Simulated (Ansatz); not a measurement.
CuI (zinc blende)

```
CuI
1.0
    0.00000     6.02303     6.02303
    3.01151     0.00000     3.01151
    3.01151     3.01151     0.00000
I Cu
2 2
Direct
  0.37500   0.75000   0.75000
  0.87500   0.75000   0.75000
  0.00000   0.00000   0.00000
  0.50000   0.00000   0.00000
```

Scan: atom 2 (I, nearest neighbour Cu at 2.608 Å; its periodic images, 4.3 Å or more away, move with it) is displaced along Cartesian x, direction (1.000, 0.000, 0.000) in Cartesian axes, by s. The other atoms stay.

The numbers are results of r2SCAN (plane waves to 500 eV, PAW, scalar-relativistic; Ansatz, a first-principles code), not measurements. k mesh 4×8×8 (Γ-centred), Fermi-Dirac smearing 0.05 eV. E stands for the smeared free energy. CuI is run without spin polarisation. CuI was relaxed with its symmetry unable to fall. Spin-orbit coupling is left out, though I is heavy. The zero of ΔE is the undisplaced structure.

```tsv
s (Å)	ΔE (meV/cell)
-0.260	135.8
-0.208	86.9
-0.156	withheld
-0.104	21.7
-0.052	5.4
0.000	0.0
0.052	5.4
0.104	21.8
0.156	49.2
0.208	87.6
0.260	137.1
```

Fit a polynomial form (powers 2, 3, 4) to the given rows and predict ΔE at s = -0.156.

Least squares on the 10 given rows: ΔE = (2013)·s² + (37.53)·s³ + (87.80)·s⁴, in meV/cell with s in Å; root-mean-square residual 0.03 meV/cell. At -0.156 the fit gives 48.9 meV/cell; the calculation gives 48.9 meV/cell, the same to the digits shown. The quadratic term alone would give 49.0 meV/cell.

(A displaced cell: forces are minus the slopes of the energy, force constants its curvatures, and phonons follow from these.)
